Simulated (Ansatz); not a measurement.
Given:

TiRh:
```cif
data_RhTi
_chemical_formula_sum 'Ti1 Rh1'
_space_group_name_H-M_alt 'P 1'
_space_group_IT_number 1
_cell_length_a 3.07150
_cell_length_b 3.07150
_cell_length_c 3.07150
_cell_angle_alpha 90.000
_cell_angle_beta 90.000
_cell_angle_gamma 90.000
loop_
_space_group_symop_operation_xyz
  'x, y, z'
loop_
_atom_site_label
_atom_site_type_symbol
_atom_site_fract_x
_atom_site_fract_y
_atom_site_fract_z
_atom_site_occupancy
Ti1 Ti 0.50000 0.50000 0.50000 1
Rh1 Rh 0.00000 0.00000 0.00000 1
```

This is the PBEsol-relaxed structure.

All from DFT-PBEsol in the program Ansatz with PAW potentials, unless another level is named. Estimate the formation energy from the elements (no fitted shifts).

-0.72 eV/atom.

Give the density of states at the Fermi level.

1.4 states/eV per atom (mean over ±0.08 eV).

Space group Pm-3m (CsCl type). The workflow started from a Materials Project entry (that database holds measured and hypothetical structures alike); the Crystallography Open Database copy checked does not list it. COD files the formula under space group No. 123. Whether it is the stable phase at ambient conditions was not checked. Symmetry was held in the PBEsol relaxation. At this level the phase is mechanically unstable. No spin polarisation was allowed. The references are the lowest solids computed at this level, not always the standard phases. Scalar-relativistic: spin–orbit coupling is off unless named, which matters more the heavier the elements.

Potentials: the later of the program's two PAW sets.
